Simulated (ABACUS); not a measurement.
Consider a self-consistent single point of ZnS (P2_1, 8 atoms in the cell; from Materials Project mp-10281, changed as shown).

```yaml
crystal:
  lattice:
    - [3.74182, 0.00000, 0.00000]
    - [-1.88981, 3.27325, 0.00000]
    - [0.00000, 0.00000, 12.35671]
  atoms:
    - { symbol: Zn, position: [0.66667, 0.33333, 0.74993] }
    - { symbol: Zn, position: [0.33333, 0.66667, 0.24993] }
    - { symbol: Zn, position: [0.00000, 0.00000, 0.50000] }
    - { symbol: Zn, position: [0.00000, 0.00000, 0.00000] }
    - { symbol: S, position: [0.66667, 0.33333, 0.93773] }
    - { symbol: S, position: [0.33333, 0.66667, 0.43773] }
    - { symbol: S, position: [0.00000, 0.00000, 0.68734] }
    - { symbol: S, position: [0.00000, 0.00000, 0.18734] }
```

Method: PBE, numerical atomic orbitals TZDP (confined pseudo-atomic orbitals with Gaussian additions; energy shift 0.01 Ry), PseudoDojo 0.5 standard norm-conserving PBE (tails mended) pseudopotentials run with ABACUS 3.10.1.

ABACUS settings:

| key | value |
|---|---|
| basis | TZDP numerical atomic orbitals, energy shift 0.01 Ry |
| KPT | Gamma 12 12 4 0 0 0 |
| basis_type | lcao |
| ecutwfc | 100 Ry |
| smearing_method | fixed |
| potentials | PseudoDojo 0.5 standard norm-conserving PBE (tails mended) |
| symmetry | 1 |
| symmetry_prec | 1e-05 |
| ks_solver | genelpa |
| scf_nmax | 100 |
| scf_thr | 1.0e-07 |
| mixing_type | broyden |

Results:

- Number of valence electrons = 104
- Number of bands = 63
- Number of k-points after the program's reduction = 222
- Size of the basis = 244
- Number of SCF iterations = 10
- Free energy E − TS = -23956.2524 eV
- Top of the valence band (on the code's own zero) = 8.00 eV
- Gap on the k-point mesh = 2.54 eV
- Pressure = 5.64 GPa
- Largest force (vector length) = 0.118 eV/Å

Forces (eV/Å):
```tsv
atom	Fx	Fy	Fz
Zn1	0.039	0.065	0.063
Zn2	-0.039	-0.065	0.063
Zn3	0.041	0.069	0.064
Zn4	-0.041	-0.069	0.064
S5	0.049	0.083	-0.067
S6	-0.049	-0.083	-0.067
S7	-0.040	-0.068	-0.059
S8	0.040	0.068	-0.059
```

Stress (GPa, positive for compression):
```
6.53  0.38  0.00
0.38  5.24  0.00
0.00  0.00  5.16
```

The gap is read on the k-point mesh of the run and can differ from the gap over the whole zone at this level.

For comparison: a first run was changed to give this one (lattice vector a scaled by 0.99), and from it to this one the free energy rises by 6.8 meV/atom, the pressure goes from 4.69 to 5.64 GPa and the gap on the mesh goes from 2.525 to 2.544 eV.

The atom-centred basis is finite, which shifts total energies, pressures, gaps and forces against plane waves. The structure comes from a collection of computed structures, made at another level of theory; the collection holds predicted forms beside known ones. Its lattice was then scaled.

Cost on one core: about 80 core-seconds (a rough figure).

The atomic orbitals were generated for these runs; they are not ABACUS's published sets and were checked against plane waves on a few crystals only.

“Tails mended”: in these copies of the files the far tail of each local potential was reset to the Coulomb form.
